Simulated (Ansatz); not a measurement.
A distorted cell of BaTiO3 (tetragonal-perovskite type, space group P4mm):

```xyz
5
Lattice="3.9723 0.0000 0.0000 0.0000 3.9723 0.0000 0.0000 0.0000 4.1128" Properties=species:S:1:pos:R:3 pbc="T T T"
Ti     1.9861     1.9861     1.8603
Ba     0.0000     0.0000     3.8423
O      2.1524     2.1524     3.8480
O      1.9861     0.0000     1.6950
O      0.0000     1.9861     1.6950
```

Calculation: r2SCAN (plane waves to 500 eV, PAW, scalar-relativistic; Ansatz, an electronic-structure program). k mesh 7×7×7 (Γ-centred), Fermi-Dirac smearing 0.05 eV. Energies are smeared free energies. Compression counts positive. BaTiO3 is run without spin polarisation. BaTiO3 was relaxed with its symmetry unable to fall.

Problem. Predict the force on every atom, in eV/Å.

Solution. 
```tsv
atom	Fx	Fy	Fz
Ti1	0.255	0.255	-0.178
Ba2	0.244	0.244	0.177
O3	-1.100	-1.100	-1.419
O4	-0.085	0.686	0.710
O5	0.686	-0.085	0.710
```

Problem. Give the stress tensor in GPa and the pressure.

Solution. 
```
   -0.5      0.4     -0.4
    0.4     -0.5     -0.4
   -0.4     -0.4     -6.6
```
The pressure, a third of the trace, is -2.5 GPa.

Problem. In it atom 3 sits (0.166, 0.166, 0.166) Å away from its relaxed site. What is its energy relative to the relaxed cell?

Solution. 320 meV/cell.

(For displaced atoms, the force is minus the slope of the energy, and its curvature is a force constant, which sets phonon frequencies.)
